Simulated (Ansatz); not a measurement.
A relaxed cell of TiAl (P4/mmm (No. 123)), relaxed on a k-mesh at least as fine as the one used below. Level of theory: PBEsol (plane waves to 420 eV, PAW, scalar-relativistic; Ansatz, a first-principles code). Γ-centred k-mesh 10×5×11 on the run's cell (coarser than for final values), Fermi–Dirac smearing 0.05 eV.

```yaml
crystal:
  lattice:
    - [3.32083, 0.00000, 0.00000]
    - [0.00000, 6.64166, 0.00000]
    - [0.00000, 0.00000, 2.86884]
  atoms:
    - { symbol: Al, position: [0.00000, 0.00000, 0.00000] }
    - { symbol: Al, position: [0.00000, 0.50000, 0.00000] }
    - { symbol: Ti, position: [0.50000, 0.25000, 0.50000] }
    - { symbol: Ti, position: [0.50000, 0.75000, 0.50000] }
```

The atoms are displaced by (Å):

```
atom      ux     uy      uz
----  ------  -----  ------
Al1    0.130  0.097   0.073
Al2   -0.071  0.178  -0.105
Ti3   -0.096  0.164  -0.029
Ti4   -0.024  0.167  -0.033
```

**Question.** What forces (eV/Å) and pressure result?

**Answer.** 
```json
[
 {"atom": "Al1", "Fx": "-1.29", "Fy": "0.42", "Fz": "-0.67"},
 {"atom": "Al2", "Fx": "0.13", "Fy": "-0.10", "Fz": "0.44"},
 {"atom": "Ti3", "Fx": "0.80", "Fy": "0.01", "Fz": "0.07"},
 {"atom": "Ti4", "Fx": "0.37", "Fy": "-0.33", "Fz": "0.17"}
]
```

Pressure +1.2 GPa.

**Question.** Estimate the energy cost of the displacement in the harmonic approximation and compare with the calculation.

**Answer.** For a harmonic well ΔE = −½ Σ F·u = 0.198 eV a cell, or 49 meV/atom. The calculated energy relative to the undisplaced cell is +0.05 eV/atom, so the harmonic estimate holds well.

The undisplaced cell is probably no minimum: from this displacement the run went on to P4/mmm (No. 123), 0.13 eV/atom below it.

No spin polarisation in the result. A magnetic state may lie lower.

The first start was generated by a random draw of sites in a space group. A measured structure of TiAl has the same space group, P4/mmm (No. 123); the sites were not compared with it.
